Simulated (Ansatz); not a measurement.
# Li4Sb4Rh: reading a single point

```xyz
9
Lattice="0.0000 0.0000 5.1167 3.9423 -3.9423 2.5583 3.9423 3.9423 -2.5583" Properties=species:S:1:pos:R:3 pbc="T T T"
Li    3.1144    1.6637    0.0000
Li    2.2787   -0.8279    2.5583
Li    4.7702   -1.6637    5.1167
Li    5.6060    0.8279    2.5583
Sb    4.4627   -1.6400    2.5583
Sb    5.5823    0.5204    0.0000
Sb    3.4219    1.6400    2.5583
Sb    2.3023   -0.5204    5.1167
Rh    0.0000    0.0000    0.0000
```

Single point in Ansatz 0.2.0 with r2SCAN, no spin polarisation. Cutoff 500 eV, PAW datasets, 6×6×6 Γ-centred k mesh, tetrahedron filling.

(1) Is the cell too large or too small?

(2) Which atom feels the largest force, and which way?

(3) What do density and ELF say about some of the short contacts?

(4) Is there a gap?

(5) How is the charge shared?

Origin: a known structure type with other elements, at an estimated volume, so it need not be a known compound. Caveats: empty levels are not fully converged; atoms or cell far from equilibrium; forces and stress under tetrahedra may miss the slope of the energy.

## Answers

(1) The pressure is 23.6 GPa (compression positive), so with the atoms held at these fractions the cell would first expand; the forces are large, so a full relaxation may end otherwise. The principal stresses 12.7, 29.0, 29.0 GPa differ, so its shape would change too.

(2) The largest is on Sb5 (and as large on other atoms): 2.94 eV/Å, components (1.60, 2.46, 0.00). It makes 103° with the line to a nearest neighbour, Li2 at 2.33 Å.

(3) Li–Sb at 2.33 Å: least valence density 0.20 e/Å³ and ELF 0.08 there. Sb–Rh at 2.36 Å: least valence density 0.67 e/Å³ and ELF 0.36 there. These are pseudo-fields; inside the PAW spheres they differ from the all-electron ones.

(4) It is a metal, with about 3.7 states/eV a cell as the mean within 0.25 eV of the Fermi level, mostly Sb p (75 %).

(5) Bader charges in e: Li +0.83, Sb -0.61, Rh -0.92. In the mean Li gives up most and Rh takes most.
